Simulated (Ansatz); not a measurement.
**Property card for AlCu$_{2}$**

Method: DFT PBE, scalar-relativistic, plane waves, PAW in Ansatz 0.2.0.

Settings: cutoff 420 eV, Γ-centred mesh 12×12×18 on the computed 3-atom cell, Gaussian smearing of 0.10 eV; no spin polarisation.

The structure is relaxed at this level of theory with its symmetry kept, and needn't be the ground state of this composition.

```
Al Cu
1.0
     4.16944    0.00000    0.00000
    -2.08472    3.61084    0.00000
     0.00000    0.00000    2.59260
Al Cu
1 2
Direct
  0.00000 0.00000 0.00000
  0.33333 0.66667 0.50000
  0.66667 0.33333 0.50000
```

```json
{
  "Space group": "P6/mmm (No. 191)",
  "Volume per atom": "13.01 Å³",
  "Formation energy from the elements' standard states (uncorrected)": "-0.125 eV/atom",
  "Kohn–Sham band gap": "none (metal)",
  "Density of states at the Fermi level": "0.6 states/eV per cell",
  "Orbital (Löwdin) character within 0.5 eV of the Fermi level": "Al 3p 42 %, Cu 3d 21 %, Cu 4s 17 %, unprojected 13 %",
  "Bader charge by site (e)": "Al (1 in the cell) 0.98, Cu (2 in the cell) -0.49"
}
```

The cell was found from a structure generator's guess, not taken from experiment. Löwdin shares on free-atom orbitals overweight diffuse shells.
